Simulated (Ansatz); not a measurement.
**MgCd₂: reading a single point**

```
Mg Cd
1.0
     2.92080    5.05898    0.00000
    -2.92080    5.05898    0.00000
     0.00000    0.00000    9.61880
Mg Cd
4 8
Direct
  0.33333 0.33333 0.06681
  0.66667 0.66667 0.56681
  0.33333 0.33333 0.43319
  0.66667 0.66667 0.93319
  0.00000 0.00000 0.00000
  0.00000 0.00000 0.50000
  0.33977 0.83012 0.25000
  0.16988 0.16988 0.75000
  0.83012 0.33977 0.25000
  0.66023 0.16988 0.75000
  0.83012 0.83012 0.25000
  0.16988 0.66023 0.75000
```

The numbers come from plane-wave PAW DFT (Ansatz): PBEsol, no spin polarisation, 420 eV, 7×7×4 Γ-centred k points, fermi-dirac occupations (width 0.1 eV). Nothing was relaxed.

**Question.** How is the charge shared?

**Answer.** Bader charges in e: Mg +1.10, Cd -0.59 to -0.54. In the mean Mg gives up most and Cd takes most.

**Question.** What is the formation energy?

**Answer.** -0.01 eV an atom against the elements' usual phases (free molecules for gases, crystals otherwise, with no correction for O₂ or N₂), too near zero to call. Relaxing would lower it.

**Question.** Where is the largest force?

**Answer.** The largest is on Cd8 (and as large on other atoms): 0.09 eV/Å, components (0.00, 0.09, 0.00). It makes 30° with the line to a nearest neighbour, Cd10 at 2.86 Å, pointing towards it.

**Question.** What do density and ELF say about some of the short contacts?

**Answer.** Cd–Cd at 2.86 Å: least valence density 0.23 e/Å³ and ELF 0.23 there. Mg–Cd at 3.41 Å: least valence density 0.08 e/Å³ and ELF 0.34 there. Mg–Mg at 3.52 Å: least valence density 0.06 e/Å³ and ELF 0.35 there. These are pseudo-fields; inside the PAW spheres they differ from the all-electron ones.

**Question.** What does the stress say?

**Answer.** The pressure is -4.1 GPa (compression positive), so with the atoms held at these fractions the cell would first shrink.

**Question.** What happens at the Fermi level?

**Answer.** It is a metal, with about 4.5 states/eV a cell as the mean within 0.25 eV of the Fermi level.

Origin: a known structure type with other elements, at an estimated volume, so it need not be a known compound.
